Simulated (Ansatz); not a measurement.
BiPt:
```
CELL_PARAMETERS angstrom
      4.36184     0.00000     0.00000
     -2.18092     3.77747     0.00000
      0.00000     0.00000     5.48668
ATOMIC_POSITIONS crystal
  Bi 0.33333 0.66667 0.25000
  Bi 0.66667 0.33333 0.75000
  Pt 0.00000 0.00000 0.50000
  Pt 0.00000 0.00000 0.00000
```

Relaxed with PBEsol. Special points in fractions of this cell's reciprocal vectors: Γ (0.000, 0.000, 0.000); M (0.500, 0.000, 0.000); K (0.333, 0.333, 0.000); A (0.000, 0.000, 0.500); L (0.500, 0.000, 0.500); H (0.333, 0.333, 0.500).

Task: List the band energies nearest the Fermi level at these points for PBEsol with spin–orbit coupling in the plane-wave PAW code Ansatz.

Result: In eV from the Fermi level; about four levels below and three above (degenerate sets whole), none deeper than 8.9 eV; points with the same levels are listed once.

| k | below | above |
|---|---|---|
| Γ | -1.31 -1.31 -1.17 -1.17 | 1.09 1.09 1.15 1.15 |
| M | -1.47 -1.47 -1.07 -1.07 | 2.18 2.18 3.86 3.86 |
| K | -0.36 -0.36 -0.15 -0.15 | 0.42 0.42 0.43 0.43 |
| A | -1.63 -1.63 -1.63 -1.63 | 1.72 1.72 1.72 1.72 |
| L | -2.32 -2.32 -2.32 -2.32 | 0.52 0.52 0.52 0.52 |
| H | -1.47 -1.47 -1.26 -1.26 | 4.04 4.04 4.10 4.10 |

Space group P6_3/mmc (NiAs type). The workflow started from a Materials Project entry (that database holds measured and hypothetical structures alike); the Crystallography Open Database files this formula in space group No. 194, but the cells were not matched. Whether it is the stable phase at ambient conditions was not checked. The PBEsol relaxation kept the symmetry of its start; of distortions, only those at the zone centre were tested. No spin polarisation was allowed.

Potentials: the later of the program's two PAW sets.
